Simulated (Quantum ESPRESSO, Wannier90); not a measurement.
# GeSe (rock salt), plane waves to Wannier functions

Cell from Materials Project (mp-10759), symmetrised, no further relaxation. Not found in the COD (Crystallography Open Database) copy used, which has the formula in other groups; not checked further. Level: PBEsol, no spin polarisation, no spin-orbit coupling; pw.x of Quantum ESPRESSO at 69 Ry with PseudoDojo potentials, 10×10×10 k-points, Wannier90. Density: 10×10×10 mesh, cold smearing 0.01 Ry. Spin-orbit coupling, left out, would split the p-like bands by a few tenths of an eV. The gap is small at this level and was sampled on the meshes and a path alone.

On the energy scale of pw.x, whose zero is arbitrary, the valence-band maximum lies at 10.30 eV.

Input w.win:

```
num_bands = 5
num_wann = 5
exclude_bands = 1-5,11-25
num_iter = 800
conv_tol = 1.0e-6
conv_window = 4
write_hr = true
write_u_matrices = true
auto_projections = true
begin unit_cell_cart
ang
    0.0000000000    2.8084550000    2.8084550000
    2.8084550000    0.0000000000    2.8084550000
    2.8084550000    2.8084550000    0.0000000000
end unit_cell_cart
begin atoms_frac
Ge   0.0000000000  0.0000000000  0.0000000000
Se   0.5000000000  0.5000000000  0.5000000000
end atoms_frac
mp_grid = 10 10 10
begin kpoints
0.0000000000 0.0000000000 0.0000000000
0.0000000000 0.0000000000 0.1000000000
0.0000000000 0.0000000000 0.2000000000
... (997 more lines: the 10x10x10 mesh through Gamma)
end kpoints
```

Input of pw2wannier90.x that gives the overlap and projection files (equivalent; here they were cut from one run over all bands):

```
&inputpp
  outdir = './out'
  prefix = 'pwscf'
  seedname = 'w'
  write_amn = .true.
  write_mmn = .true.
  atom_proj = .true.
  atom_proj_exclude = 6 7 8 9 10 11 12 13 14 15 16 17 18
/
```

Output w.wout (banner and timings cut):

```
                                    ------
                                    SYSTEM
                                    ------

                              Lattice Vectors (Ang)
                    a_1     0.000000   2.808455   2.808455
                    a_2     2.808455   0.000000   2.808455
                    a_3     2.808455   2.808455   0.000000

                   Unit Cell Volume:      44.30293  (Ang^3)

                        Reciprocal-Space Vectors (Ang^-1)
                    b_1    -1.118620   1.118620   1.118620
                    b_2     1.118620  -1.118620   1.118620
                    b_3     1.118620   1.118620  -1.118620

 *----------------------------------------------------------------------------*
 |   Site       Fractional Coordinate          Cartesian Coordinate (Ang)     |
 +----------------------------------------------------------------------------+
 | ge   1   0.00000   0.00000   0.00000   |    0.00000   0.00000   0.00000    |
 | se   1   0.50000   0.50000   0.50000   |    2.80845   2.80845   2.80845    |
 *----------------------------------------------------------------------------*
                                ------------
                                K-POINT GRID
                                ------------

             Grid size = 10 x 10 x 10      Total points = 1000

 *---------------------------------- MAIN ------------------------------------*
 |  Number of Wannier Functions               :                 5             |
 |  Number of Objective Wannier Functions     :                 5             |
 |  Number of input Bloch states              :                 5             |
 |  Output verbosity (1=low, 5=high)          :                 1             |
 |  Timing Level (1=low, 5=high)              :                 1             |
 |  Optimisation (0=memory, 3=speed)          :                 3             |
 |  Length Unit                               :               Ang             |
 |  Post-processing setup (write *.nnkp)      :                 F             |
 |  Using Gamma-only branch of algorithms     :                 F             |
 *----------------------------------------------------------------------------*
 *------------------------------- WANNIERISE ---------------------------------*
 |  Total number of iterations                :               800             |
 |  Number of CG steps before reset           :                 5             |
 |  Trial step length for line search         :             2.000             |
 |  Convergence tolerence                     :         0.100E-05             |
 |  Convergence window                        :                 4             |
 |  Iterations between writing output         :                 1             |
 |  Iterations between backing up to disk     :               100             |
 |  Write r^2_nm to file                      :                 F             |
 |  Write xyz WF centres to file              :                 F             |
 |  Write on-site energies <0n|H|0n> to file  :                 F             |
 |  Use guiding centre to control phases      :                 F             |
 |  Use phases for initial projections        :                 F             |
 *----------------------------------------------------------------------------*
 *-------------------------------- PLOTTING ----------------------------------*
 |  Plotting Hamiltonian in WF basis          :                 T             |
 *----------------------------------------------------------------------------*

       ... (k-mesh section left out)

 Starting a new Wannier90 calculation ...

 Reading overlaps from w.mmn

 Reading projections from w.amn

 *------------------------------- WANNIERISE ---------------------------------*
 +--------------------------------------------------------------------+<-- CONV
 | Iter  Delta Spread     RMS Gradient      Spread (Ang^2)            |<-- CONV
 +--------------------------------------------------------------------+<-- CONV

 ------------------------------------------------------------------------------
 Initial State
  WF centre and spread    1  (  0.000000,  0.000000,  0.000000 )     0.28212601
  WF centre and spread    2  (  0.000000, -0.000000, -0.000000 )     0.27934659
  WF centre and spread    3  (  0.000000, -0.000000,  0.000000 )     0.27934659
  WF centre and spread    4  ( -0.000000,  0.000000,  0.000000 )     0.28212601
  WF centre and spread    5  (  0.000000,  0.000000,  0.000000 )     0.27934659
  Sum of centres and spreads (  0.000000,  0.000000, -0.000000 )     1.40229178

      0     0.140E+01     0.0000000000        1.4022917835  <-- CONV
        O_D=      0.0000000 O_OD=      0.0002807 O_TOT=      1.4022918 <-- SPRD
 ------------------------------------------------------------------------------
      1    -0.261E-11     0.0000204330        1.4022917835  <-- CONV
        O_D=      0.0000000 O_OD=      0.0002807 O_TOT=      1.4022918 <-- SPRD
      2    -0.668E-08     0.0000204291        1.4022917768  <-- CONV
        O_D=      0.0000000 O_OD=      0.0002807 O_TOT=      1.4022918 <-- SPRD
      3    -0.159E-12     0.0000058608        1.4022917768  <-- CONV
        O_D=      0.0000000 O_OD=      0.0002807 O_TOT=      1.4022918 <-- SPRD
      4    -0.520E-10     0.0000058518        1.4022917768  <-- CONV
        O_D=      0.0000000 O_OD=      0.0002807 O_TOT=      1.4022918 <-- SPRD
             <<<     Delta < 1.000E-06  over  4 iterations     >>>
             <<< Wannierisation convergence criteria satisfied >>>
 Final State
  WF centre and spread    1  (  0.000000,  0.000000,  0.000000 )     0.28212598
  WF centre and spread    2  (  0.000000, -0.000000, -0.000000 )     0.27934660
  WF centre and spread    3  (  0.000000, -0.000000,  0.000000 )     0.27934660
  WF centre and spread    4  ( -0.000000,  0.000000,  0.000000 )     0.28212598
  WF centre and spread    5  (  0.000000,  0.000000,  0.000000 )     0.27934660
  Sum of centres and spreads (  0.000000,  0.000000, -0.000000 )     1.40229178

         Spreads (Ang^2)       Omega I      =     1.402011110
        ================       Omega D      =     0.000000000
                               Omega OD     =     0.000280667
    Final Spread (Ang^2)       Omega Total  =     1.402291777
```
